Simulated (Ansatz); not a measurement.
# Cs₂Ge₃: reading a single point

```yaml
crystal:
  lattice:
    - [-4.97840, 0.00000, 4.71181]
    - [4.97840, 0.00000, 4.71181]
    - [0.00000, 7.48807, 4.71181]
  atoms:
    - { symbol: Cs, position: [0.75000, 0.25000, 0.50000] }
    - { symbol: Cs, position: [0.25000, 0.75000, 0.50000] }
    - { symbol: Ge, position: [0.12460, 0.12460, 0.14240] }
    - { symbol: Ge, position: [0.26700, 0.26700, 0.85760] }
    - { symbol: Ge, position: [0.87540, 0.87540, 0.85760] }
    - { symbol: Ge, position: [0.73300, 0.73300, 0.14240] }
    - { symbol: Ge, position: [0.85650, 0.85650, 0.28700] }
    - { symbol: Ge, position: [0.14350, 0.14350, 0.71300] }
    - { symbol: Cs, position: [0.71227, 0.28773, 0.00000] }
    - { symbol: Cs, position: [0.28773, 0.71227, 0.00000] }
```

Single point in Ansatz 0.2.0 with r2SCAN, no spin polarisation. Cutoff 500 eV, PAW datasets, 6×6×6 Γ-centred k mesh, fermi-dirac filling (width 0.1 eV).

(1) What do density and ELF say about some of the short contacts?

(2) Which atom feels the largest force, and which way?

(3) Metal or insulator?

(4) Is it stable against the elements?

Origin: a known structure type with other elements, at an estimated volume, so it need not be a known compound. Caveats: atoms or cell far from equilibrium.

Results:

(1) Ge–Ge at 2.13 Å: least valence density 0.74 e/Å³ and ELF 0.60 there. Cs–Ge at 3.57 Å: least valence density 0.09 e/Å³ and ELF 0.08 there. Both are smooth PAW fields, read partly inside the augmentation spheres.

(2) The largest is on Ge7 (and as large on other atoms): 3.41 eV/Å, components (0.00, 3.41, 0.00). It makes 120° with the line to a nearest neighbour, Ge6 at 2.14 Å.

(3) It is a metal on this mesh, though the bands barely overlap, with about 7.6 states/eV a cell as the mean within 0.25 eV of the Fermi level, mostly Ge p (79 %).

(4) 0.29 eV an atom against the elements' usual phases (free molecules for gases, crystals otherwise, with no correction for O₂ or N₂), so at this geometry it isn't bound against them. Relaxing would lower it.
